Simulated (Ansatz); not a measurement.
TiC:
```yaml
crystal:
  lattice:
    - [0.00000, 2.16392, 2.16392]
    - [2.16392, 0.00000, 2.16392]
    - [2.16392, 2.16392, 0.00000]
  atoms:
    - { symbol: Ti, position: [0.50000, 0.50000, 0.50000] }
    - { symbol: C, position: [0.00000, 0.00000, 0.00000] }
```

Relaxed with r²SCAN. Special points in fractions of this cell's reciprocal vectors: Γ (0.000, 0.000, 0.000); X (0.500, 0.000, 0.500); U (0.625, 0.250, 0.625); K (0.375, 0.375, 0.750); L (0.500, 0.500, 0.500); W (0.500, 0.250, 0.750).

Question: List the band energies nearest the Fermi level at these points for DFT-r²SCAN in the program Ansatz with PAW potentials.

Answer: In eV from the Fermi level; about four levels below and three above (degenerate sets whole), none deeper than 8.9 eV; points with the same levels are listed once.

```csv
k,below,above
Γ,–,0.85 0.85 0.85
X,-3.68 -1.53 -0.13 -0.13,2.76 3.76 3.76
U,-3.64 -3.56 -1.91,1.60 3.37 4.07
L,-6.11 -3.13 -3.13,3.13 3.13 4.37
W,-3.32 -3.32 -2.93,2.99 2.99 3.76
```

Space group Fm-3m (rock salt). Symmetry was held in the r²SCAN relaxation. No spin polarisation was allowed.

Potentials: the later of the program's two PAW sets.
